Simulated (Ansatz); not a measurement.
A crystal relaxed with r2SCAN in the PAW code Ansatz has space group I-4m2 (No. 119) and a = 4.121 Å, c = 17.455 Å.

```tsv
atom	site	x	y	z
As	4e	0.0000	0.0000	0.1708
Ga	2c	0.0000	0.5000	0.2500
Ga	4f	0.5000	0.0000	0.4087
Xx	2b	0.5000	0.5000	0.0000
```

The r2SCAN gap is direct at Γ: 0.45 eV. HSE06 gives a direct gap of 0.81 eV at Γ. With PBE the gap is 0.03 eV and direct, at Γ. (This is within a few times the smearing of 0.02 eV, so the filling near the edges can be smeared.) Meshes: r2SCAN 8×8×8, HSE06 6×6×6, PBE 8×8×8.

Question: Which element is Xx?
A. Nb
B. Sb
C. P
D. N

Answer: B. Xx is Sb: Ga3SbAs2 as one 6-atom ordering (I-4m2) on the zincblende lattice. As has 4 Ga at 2.48 Å; Ga has 4 As at 2.48 Å; Ga has 2 As at 2.48 Å and 2 Sb at 2.61 Å; Sb has 4 Ga at 2.61 Å.

Spin-unpolarised throughout. Whether this structure exists isn't addressed.

No spin-orbit coupling is included; it can move band edges with weight on the heavy atoms by tenths of an eV.

Gaps or overlaps of about a tenth of an eV are at the limit of these meshes: between the points read a gap can be smaller or closed.
